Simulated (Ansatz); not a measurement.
BN (wurtzite, P6_3mc), DFT-LDA in the program Ansatz with PAW potentials. The conduction-band minimum lies at K, with 2 equivalent valleys. Second derivatives d²E/dk² of the lowest band at one valley (eV·Å²), along Cartesian directions:

```json
[
 {"direction": "[100]", "d²E/dk²": "15.39"},
 {"direction": "[010]", "d²E/dk²": "15.39"},
 {"direction": "[001]", "d²E/dk²": "25.55"},
 {"direction": "[110]", "d²E/dk²": "15.39"},
 {"direction": "[101]", "d²E/dk²": "20.47"},
 {"direction": "[011]", "d²E/dk²": "20.47"}
]
```

Problem. Find the principal effective masses, the density-of-states mass and the conductivity mass.

Solution. Off-diagonal terms follow from H_xy = H[110] − (H_xx + H_yy)/2, and m*/mₑ = 7.620 eV·Å² over each eigenvalue: 0.30, 0.50, 0.50. One valley's DOS mass (m₁m₂m₃)^(1/3) = 0.42, conductivity mass 3/(Σ 1/mᵢ) = 0.41 mₑ.

Problem. What effective density of states Nc follows at 300 K for parabolic valleys?

Solution. Nc = 2.509e19 × 2 × (0.42)^(3/2) ≈ 1.4e19 cm⁻³.

Problem. With the computed static dielectric constant 6.67 (mean of the diagonal), estimate a hydrogenic donor's binding energy and radius.

Solution. E = 13.606 eV × 0.41/6.67² ≈ 130 meV; a = 0.529 Å × ε/m* ≈ 8.6 Å. Semilocal masses tend to be too small when the gap is underestimated.

Symmetry was held in the LDA relaxation.

Potentials: the earlier of the program's two PAW sets. The files were generated under PBE; for other functionals the program regenerates the frozen cores, and for LDA and PBEsol the local potential too.
